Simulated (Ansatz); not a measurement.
## Squeezing ZrS

```
CELL_PARAMETERS angstrom
0.00000 2.62500 2.62500
2.62500 0.00000 2.62500
2.62500 2.62500 0.00000
ATOMIC_POSITIONS crystal
Zr 0.00000 0.00000 0.00000
S 0.50000 0.50000 0.50000
```

The base volume is that of a database entry, with shape and atoms relaxed on PAW files at held volume, so it needn't be at zero pressure; the structure needn't be the stable phase, at rest or compressed.

Its volume is scaled, and at each volume shape and atoms are relaxed on PAW files; all methods then take that cell.

Level of theory: DFT with PBEsol, scalar-relativistic, in Ansatz 0.2.0; a Γ-centred 9×9×9 k mesh, Fermi–Dirac smearing of 0.03 eV, no spin polarisation. LAPW: all electrons, basis error target 1 meV/atom; PAW: frozen-core files, cutoff 420 eV; crystal datasets: all electrons, by PAW datasets that the program makes for each cell.

Energies are extrapolated to zero smearing and count from the unscaled cell; pressure is positive in compression; gaps take the mesh and a band path. No temperature or zero-point motion is included.

The PAW files were made under PBE.

```json
{"V/V0": "1.00", "V (Å³/atom)": "18.09", "P LAPW (GPa)": "-6.48", "ΔE LAPW (eV/atom)": "0.000", "P PAW − LAPW (GPa)": "-0.04", "ΔE PAW − LAPW (meV/atom)": "0.0", "space group": "Fm-3m", "shortest distance (Å)": "2.625"}
{"V/V0": "0.70", "V (Å³/atom)": "12.66", "P LAPW (GPa)": "89.1", "ΔE LAPW (eV/atom)": "?", "P PAW − LAPW (GPa)": "-0.07", "ΔE PAW − LAPW (meV/atom)": "-2.0", "space group": "Fm-3m", "shortest distance (Å)": "2.331"}
{"V/V0": "0.65", "V (Å³/atom)": "11.76", "P LAPW (GPa)": "129.2", "ΔE LAPW (eV/atom)": "1.560", "P PAW − LAPW (GPa)": "-0.06", "ΔE PAW − LAPW (meV/atom)": "-2.3", "space group": "Fm-3m", "shortest distance (Å)": "?"}
{"V/V0": "0.60", "V (Å³/atom)": "10.85", "P LAPW (GPa)": "184.4", "ΔE LAPW (eV/atom)": "2.437", "P PAW − LAPW (GPa)": "-0.06", "ΔE PAW − LAPW (meV/atom)": "-2.7", "space group": "Fm-3m", "shortest distance (Å)": "2.214"}
```

Fill in "shortest distance (Å)" for the row "0.65".

2.274.

What belongs in the row "0.70", column "ΔE LAPW (eV/atom)"?

0.950.

From the table, what is the rise of the enthalpy H = E + pV up to the last row, and how stiff is the crystal between the last two rows?

ΔH = 2.437 eV + (184.4 GPa × 10.85 Å³ + 6.48 GPa × 18.09 Å³) × 0.006242 eV/(GPa·Å³) = 15.66 eV/atom, of which pV makes 84 %. The mean bulk modulus there is −ΔP/Δln V = 690 GPa.

At the smallest volume, how far do crystal datasets lie from LAPW in pressure?

crystal datasets: 0.00 GPa, on a LAPW pressure of 184.4 GPa.

How do the Löwdin populations by LAPW change from the unscaled cell to the last row?

Zr 4s 1.97 → 1.91, Zr 4p 5.99 → 5.96, Zr 4d 3.29 → 4.00, S 3s 1.61 → 1.39, S 3p 4.56 → 4.15 electrons an atom. These are projections on the shells that the free atoms fill; 0.14 e a cell lies outside them at the start and 0.21 e at the end.
